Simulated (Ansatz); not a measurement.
The start is a relaxed Be cell displaced along its unstable phonon at q = (0, 0, ½) of its primitive reciprocal cell (271i cm⁻¹), largest move 0.15 Å. The cell and all atomic positions are relaxed at zero pressure with PBEsol (plane waves to 420 eV, PAW, scalar-relativistic; Ansatz, a program for electronic structure). The first steps use a coarse 17×17×7 k-mesh.

The start:
```yaml
crystal:
  lattice:
    - [2.14049, 0.00000, 0.00000]
    - [-1.07024, 1.85372, 0.00000]
    - [0.00000, 0.00000, 4.83644]
  atoms:
    - { symbol: Be, position: [0.95954, 0.91908, 0.00000] }
    - { symbol: Be, position: [0.04046, 0.08092, 0.50000] }
```

### Question
What is the largest force in the starting geometry, and on which atom (counted from 1)?

### Answer
0.35 eV/Å, on Be1, Be2 (atoms numbered as listed).

### Question
How much energy is released per atom?

### Answer
0.50 eV/atom.

### Question
Is the parent structure recovered?

### Answer
It does not go back: it reaches P6₃/mmc (No. 194), hcp (Mg type), 0.53 eV/atom below the parent.

### Question
What does it relax into? Give the structure.

### Answer

Space group P6₃/mmc (No. 194); a = b = 2.2569 Å, c = 3.5525 Å, α = β = 90.00°, γ = 120.00°

```
atom  site  symmetry       x       y       z
----  ----  --------  ------  ------  ------
Be      2c      -6m2  0.3333  0.6667  0.2500
```

Final values are on a 23×23×13 k-mesh of the relaxed cell. No spin polarisation in the result.

The run could not lose the symmetry of its start.

Of the parent cell (P6/mmm (No. 191)): it is a generated cell of Be: the first start was made by placing the elements on the sites of a structure type, and the end was not matched to a known phase here, so it may be hypothetical. Known forms of Be include space group No. 194.
